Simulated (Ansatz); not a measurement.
KF (rock salt, Fm-3m), PBE (plane waves, PAW; program Ansatz). The conduction-band minimum lies at Γ, with 1 equivalent valley. Second derivatives d²E/dk² of the lowest band at one valley (eV·Å²), along Cartesian directions:

| direction | d²E/dk² |
|---|---|
| [100] | 13.84 |
| [010] | 13.84 |
| [001] | 13.84 |
| [110] | 13.84 |
| [101] | 13.84 |
| [011] | 13.84 |

### Question
Find the principal effective masses, the density-of-states mass and the conductivity mass.

### Answer
Off-diagonal terms follow from H_xy = H[110] − (H_xx + H_yy)/2, and m*/mₑ = 7.620 eV·Å² over each eigenvalue: 0.55, 0.55, 0.55. One valley's DOS mass (m₁m₂m₃)^(1/3) = 0.55, conductivity mass 3/(Σ 1/mᵢ) = 0.55 mₑ.

### Question
What effective density of states Nc follows at 300 K for parabolic valleys?

### Answer
Nc = 2.509e19 × 1 × (0.55)^(3/2) ≈ 1.0e19 cm⁻³.

### Question
With the computed static dielectric constant 6.54 (mean of the diagonal), estimate a hydrogenic donor's binding energy and radius.

### Answer
E = 13.606 eV × 0.55/6.54² ≈ 170 meV; a = 0.529 Å × ε/m* ≈ 6.3 Å. Semilocal masses tend to be too small where the gap is.

### Question
With ε∞ = 1.96 and ω_LO = 301 cm⁻¹, what Fröhlich coupling constant follows?

### Answer
α = (1/ε∞ − 1/ε0) √(m* × 13.606 eV/ħω_LO) = 5.1.

The cell was relaxed with PBE under the symmetry of its start; phonons on a q-mesh show no instability.

Potentials: the later of the program's two PAW sets.
